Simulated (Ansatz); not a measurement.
SiC:
```
CELL_PARAMETERS angstrom
      3.05642     0.00000     0.00000
     -1.52821     2.64694     0.00000
      0.00000     0.00000     5.01579
ATOMIC_POSITIONS crystal
  Si 0.66667 0.33333 0.00051
  Si 0.33333 0.66667 0.50051
  C  0.66667 0.33333 0.62469
  C  0.33333 0.66667 0.12469
```

This is the LDA-relaxed structure. Tensor components refer to the Cartesian frame of this cell.

### Question
All from the program Ansatz at the LDA level (PAW), unless another level is named. Estimate the piezoelectric stress constants (proper, relaxed ions, C/m²).

### Answer
e15 = e24 = 0.09, e31 = e32 = 0.23, e33 = -0.51.

### Question
Predict the vibrational entropy at 300 K.

### Answer
8.5 J/(K·mol of atoms).

### Question
What about the Poisson's ratio?

### Answer
0.18.

### Question
What about the highest zone-centre frequency (without LO–TO term)?

### Answer
841 cm^-1.

Space group P6_3mc (wurtzite). The cell was relaxed with LDA under the symmetry of its start; phonons on a q-mesh show no instability.

Potentials: the later of the program's two PAW sets.
